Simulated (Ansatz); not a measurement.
## Is this AlIn₂B₂As structure a true minimum?

The cell was found from a structure generator's guess, not taken from experiment.

All numbers below come from Ansatz, DFT PBE, scalar-relativistic, plane waves, PAW. Settings: cutoff 420 eV, Γ-centred mesh 6×6×8 on the computed 6-atom cell, Gaussian smearing of 0.10 eV; no spin polarisation.

The cell below (6 atoms, space group Cm (No. 8)) is relaxed within its symmetry.

```
Al In B As
1.0
     4.21355   -3.73274    0.03203
     4.21355    3.73274    0.03203
    -1.91588    0.00000    3.76476
Al In B As
1 2 2 1
Direct
  0.95185 0.95185 0.71846
  0.41144 0.89033 0.40882
  0.89033 0.41144 0.40882
  0.76756 0.76756 0.17783
  0.98429 0.98429 0.23823
  0.51445 0.51445 0.75229
```

For the test a repeat of it with 12 atoms (edges 4.22, 5.63, 10.62 Å) was strained at random (σ = 1.5 % a component), the atoms were moved at random (σ = 0.10 Å), and all was relaxed again on a coarse 6×4×2 mesh (in the run’s order of axes) with 0.20 eV smearing, with no symmetry imposed.

Question: Does it come back?

Answer: It doesn't return. The energy falls by 48 meV/atom on that mesh, the volume changes by -2.4 %, and the end has space group P1 (No. 1) at a loose tolerance. Relaxed again on an 8×6×6 mesh with 0.10 eV smearing, the new structure lies 48 meV/atom below the first (mesh in the axes of the run's cell; the cell below is made exact in the group named). Space group P1 (No. 1), triclinic, a = 4.237 Å, b = 5.528 Å, c = 5.727 Å, α = 86.7°, β = 68.4°, γ = 69.4°. Al is surrounded by 2 B at 2.16–2.18 Å, 1 B at 2.33 Å, 1 As at 2.61 Å and 2 In at 2.84–3.00 Å; around In on its first site lie 1 B at 2.30 Å, 1 B at 2.52 Å, 2 As at 2.76–2.84 Å and 1 Al at 2.84 Å; B on its first site is surrounded by 1 B at 1.71 Å, 1 As at 2.13 Å, 1 Al at 2.16 Å and 2 In at 2.38–2.52 Å; As has 1 B at 2.13 Å, 1 Al at 2.61 Å, 4 In at 2.76–3.09 Å and 1 In at 3.32 Å; 2 more sites not described.

```yaml
crystal:
  lattice:
    - [4.23662, 0.00000, 0.00000]
    - [1.94817, 5.17281, 0.00000]
    - [2.10695, -0.44241, 5.30646]
  atoms:
    - { symbol: Al, position: [0.87559, 0.94568, 0.83525] }
    - { symbol: In, position: [0.94655, 0.18901, 0.37858] }
    - { symbol: In, position: [0.49003, 0.56643, 0.00247] }
    - { symbol: B, position: [0.41598, 0.24546, 0.78825] }
    - { symbol: B, position: [0.25574, 0.02415, 0.96464] }
    - { symbol: As, position: [0.20065, 0.50935, 0.55073] }
```
